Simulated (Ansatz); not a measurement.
Sb (simple cubic), relaxed and computed with several functionals in Ansatz (plane waves, PAW). Much of their spread follows the volume that each gives.

```
functional  V (Å³/atom)  K_Hill (GPa)
----------  -----------  ------------
LDA               28.11             ?
PBEsol            28.67          62.4
r²SCAN+D4         28.99          62.0
r²SCAN            29.40          59.8
```

Q: Fit a straight line to ln K against ln V and predict the withheld value.

A: Least squares on the 3 shown rows: ln K = -1.73 × ln V + (9.944), with a scatter of 1 %. For LDA this gives 64.9. The run itself gave 65.3, within the scatter.

Not the usual ambient phase: Sb, simple cubic. All cells were relaxed under the symmetry of their starts (and spin orders); stability against distortions was not tested throughout. Spin–orbit coupling is left out wherever it is not named.

Potentials: the later of the program's two PAW sets.

Ansatz (a quantum-chemistry and plane-wave program) is a plane-wave DFT program.
